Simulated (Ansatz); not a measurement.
Crystals of one structure type (CsCl type) and one family of elements, relaxed and computed with the program Ansatz at the PBEsol level (PAW).

```
crystal  K_Hill (GPa)  G_Hill (GPa)
-------  ------------  ------------
ZrRu              198          83.7
TiFe              210           100
HfRu              213           103
ZrOs              224             ?
TiRu              234           115
HfOs              239           125
TiOs              267           143
```

Problem. Fit a straight line to ln G against ln K and predict the withheld value.

Solution. Least squares on the 6 shown rows: ln G = 1.70 × ln K + (-4.512), with a scatter of 3 %. For ZrOs this gives 109. The run itself gave 106, within the scatter.

Standing as an ambient phase not checked: ZrRu, CsCl type; TiFe, CsCl type; HfRu, CsCl type; ZrOs, CsCl type; TiRu, CsCl type; HfOs, CsCl type; TiOs, CsCl type. All cells were relaxed under the symmetry of their starts (and spin orders); stability against distortions was not tested throughout. Rows with no word on spin ran without spin polarisation. Scalar-relativistic: spin–orbit coupling is off unless named, which matters more the heavier the elements.

Potentials: the later of the program's two PAW sets.
